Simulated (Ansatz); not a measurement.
**Structures of Ba3Hf: which is lowest?**

Plane-wave DFT in Ansatz with scalar-relativistic PAW potentials, cutoff 420 eV, Γ-centred meshes chosen by cell and gap, Gaussian smearing with energies taken to zero width. Every cell was relaxed (cell and atoms) in a run of its own, within the symmetry of its start. Functional: PBE.

Relaxed structures (starts from databases or built by putting these elements on another compound's sites):
A. Pm-3m, 4 atoms in the computed cell, a = 5.586 Å; sites (symmetry × multiplicity) Ba 4/mm.m × 3, Hf m-3m × 1; start: built
B. P6_3/mmc, 8 atoms in the computed cell, a = 8.099 Å, c = 6.224 Å; sites (symmetry × multiplicity) Ba mm2 × 6, Hf -6m2 × 2; start: built

Problem. Rank them by energy. Could pressure change the order?

Solution.
```csv
structure,group,E − E(lowest) (meV/atom),V (Å³/atom),gap on mesh (eV)
B,P6_3/mmc,0.0,44.19,0.00
A,Pm-3m,35,43.57,0.00
```

B is lowest, 35 meV/atom under A. The two lowest differ in volume by under 3 %, too little for a first-order estimate of what pressure does to that pair (other pairs aren't weighed here); with rigid cells even 3 % in favour of the higher one would need about 4 GPa. Other structures may lie lower than all of these, and vibrations aren't counted.

Spin-orbit coupling is left out, which matters for the bands of heavy elements.